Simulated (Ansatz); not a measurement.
TiS2 (CdI2 type, P-3m1) at seven volumes, DFT-LDA in the program Ansatz with PAW potentials, shape and atoms relaxed at each. One row is withheld.

```csv
V (Å³/atom),P (GPa)
15.721,6.29
16.240,3.70
16.758,1.62
17.276,0.00
17.795,?
18.313,-1.88
18.831,-2.10
```

Q: Fit the shown pressures and predict the withheld one.

A: P = (3/2)B₀(x^(7/2) − x^(5/2))[1 + (3/4)(B′ − 4)(x − 1)] with x = (V₀/V)^(2/3). Least squares on the six rows gives V₀ = 17.300 Å³/atom, B₀ = 41.8 GPa, B′ = 10.33. At V = 17.795, x = 0.9814 and P = -1.02 GPa. The run itself gave -1.15 GPa.

The LDA relaxation kept the symmetry of its start; phonons on a q-mesh show no instability. No spin polarisation was allowed. A crystal of weakly bound layers computed without a dispersion correction: the cell and the soft elastic constants depend strongly on that.

Potentials: the later of the program's two PAW sets.
